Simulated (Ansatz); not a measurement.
BaTiO3 (cubic perovskite)

```xyz
5
Lattice="4.0195 0.0000 0.0000 0.0000 4.0195 0.0000 0.0000 0.0000 4.0195" Properties=species:S:1:pos:R:3 pbc="T T T"
Ba     0.0000     0.0000     0.0000
Ti     2.0097     2.0097     2.0097
O      0.0000     2.0097     2.0097
O      2.0097     2.0097     0.0000
O      2.0097     0.0000     2.0097
```

In each cell atom 4 (O, nearest neighbour Ti at 2.010 Å; its periodic images, 4.0 Å or more away, move with it) moves by s·(0.000, 0.000, 1.000) (along Cartesian z), the rest being held.

Level of theory: PBE (plane waves to 420 eV, PAW, scalar-relativistic; Ansatz, a first-principles code). k mesh 7×7×7 (Γ-centred), Fermi-Dirac smearing 0.05 eV. The energy includes the smearing's −TS. BaTiO3 is run without spin polarisation. BaTiO3 was relaxed with its symmetry unable to fall. The PAW data are Ansatz's earlier set. This is a high-temperature form of BaTiO3. The zero of ΔE is the undisplaced structure.

Successive frames, forces in eV/Å:

| frame | ΔE (eV/cell) | F on Ba1 | F on Ti2 | F on O3 | F on O4 | F on O5 |
|---|---|---|---|---|---|---|
| s = -0.040 Å | 0.0034 | (0.000, 0.000, -0.051) | (0.000, 0.000, 0.240) | (0.000, 0.000, -0.181) | (0.000, 0.000, 0.173) | (0.000, 0.000, -0.181) |
| s = 0.000 Å | 0.0000 | (0.000, 0.000, 0.000) | (0.000, 0.000, 0.000) | (0.000, 0.000, 0.000) | (0.000, 0.000, 0.000) | (0.000, 0.000, 0.000) |
| s = 0.040 Å | 0.0034 | (0.000, 0.000, 0.051) | (0.000, 0.000, -0.240) | (0.000, 0.000, 0.181) | (0.000, 0.000, -0.173) | (0.000, 0.000, 0.181) |

Task: What are the energy and the forces in the next frame, s = 0.080 Å?

Result: ΔE (eV/cell) = 0.0142.

| atom | Fx | Fy | Fz |
|---|---|---|---|
| Ba1 | 0.000 | 0.000 | 0.101 |
| Ti2 | 0.000 | 0.000 | -0.442 |
| O3 | 0.000 | 0.000 | 0.359 |
| O4 | 0.000 | 0.000 | -0.378 |
| O5 | 0.000 | 0.000 | 0.359 |

(A displaced cell: forces are minus the slopes of the energy, force constants its curvatures, and phonons follow from these.)
